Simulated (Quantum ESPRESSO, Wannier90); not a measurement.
Wannierisation of BiClO (P4/nmm)

```
begin unit_cell_cart
ang
    3.8934000000    0.0000000000    0.0000000000
    0.0000000000    3.8934000000    0.0000000000
    0.0000000000    0.0000000000    7.4931900000
end unit_cell_cart
begin atoms_frac
Bi   0.0000000000  0.5000000000 -0.1677000000
Bi   0.5000000000  0.0000000000  0.1677000000
Cl   0.5000000000  0.0000000000 -0.3464200000
Cl   0.0000000000  0.5000000000  0.3464200000
O    0.0000000000  0.0000000000  0.0000000000
O    0.5000000000  0.5000000000  0.0000000000
end atoms_frac
```

Materials Project entry mp-22939; symmetrised, unrelaxed at this level. COD (Crystallography Open Database) has an entry of this formula and space group (matched by these alone). Method: PBEsol plane waves in Quantum ESPRESSO 7.5 (PseudoDojo norm-conserving files, 68 Ry, spinors with spin-orbit coupling), Bloch states on a 4×4×4 mesh through Γ, Wannier90 4.0.1. Density: 8×8×4 mesh, cold smearing 0.01 Ry.

Bands 29-32 form an isolated set from -9.75 to -6.70 eV relative to the valence-band maximum (on the path) and are turned into 4 Wannier functions by minimising the spread from the start: atomic waves Bi 6s.

**Question.** Where do the functions sit, how wide are they and what are they made of?

**Answer.** 
```json
[
 {"functions": "4", "spread (Å²)": "2.80", "nearest atom, distance (Å)": "Bi 0.19", "second atom, distance (Å)": "O 2.22", "weight on atomic waves": "Bi 6s 71 %, O 2p 17 %, O 2s 5 %"}
]
```

Ω_I = 11.14 Å², Ω_total = 11.20 Å²; the interpolated bands follow pw.x to 2.9 meV rms on the path. Only this start was tried; a symmetric start can stop on a saddle, and mixtures of these functions could lower the total by at most Ω_total − Ω_I.
